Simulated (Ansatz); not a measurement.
LiBr (rock salt, Fm-3m), the program Ansatz at the PBE level (PAW): ε∞ = 3.41, cell volume 41.84 Å³. Infrared-active transverse modes:

| ω_TO (cm⁻¹) | oscillator strength S_xx (e²/amu) |
|---|---|
| 141.0 | 0.2411 |

Task: Compute the static dielectric constant.

Result: Each mode adds (4.921e7/V) S/ω²: 14.27. So ε0 = 17.7.

Task: What LO frequency does the Lyddane–Sachs–Teller relation give?

Result: ω_LO = ω_TO √(ε0/ε∞) = 321 cm⁻¹.

The cell was relaxed with PBE under the symmetry of its start; phonons on a q-mesh show no instability. Spin–orbit coupling is left out wherever it is not named.

Potentials: the later of the program's two PAW sets.
